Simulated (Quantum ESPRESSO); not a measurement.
```cif
data_Cu9K9P6
_chemical_formula_sum 'P6 K9 Cu9'
_space_group_name_H-M_alt 'R-3m :H'
_space_group_IT_number 166
_space_group_name_Hall '-R 3 2"'
_cell_length_a 5.65812
_cell_length_b 5.65812
_cell_length_c 19.98613
_cell_angle_alpha 90.000
_cell_angle_beta 90.000
_cell_angle_gamma 120.000
loop_
_atom_site_label
_atom_site_type_symbol
_atom_site_symmetry_multiplicity
_atom_site_Wyckoff_symbol
_atom_site_fract_x
_atom_site_fract_y
_atom_site_fract_z
_atom_site_occupancy
P1 P 6 c 0.00000 0.00000 0.25702 1
K1 K 6 c 0.00000 0.00000 0.09186 1
K2 K 3 b 0.00000 0.00000 0.50000 1
Cu1 Cu 9 e 0.00000 0.50000 0.00000 1
```
(The calculation used a cell of 8 atoms; values per cell refer to that cell.)

The geometry is that of Materials Project entry mp-7439, symmetrised and not relaxed again.

Question: What does PBEsol (Quantum ESPRESSO, PseudoDojo norm-conserving, 92 Ry, without SOC) give for the electronic structure near the Fermi level?

Answer: The PBEsol gap is indirect, 1.19 eV, from Z to F; the smallest direct gap is 1.27 eV.
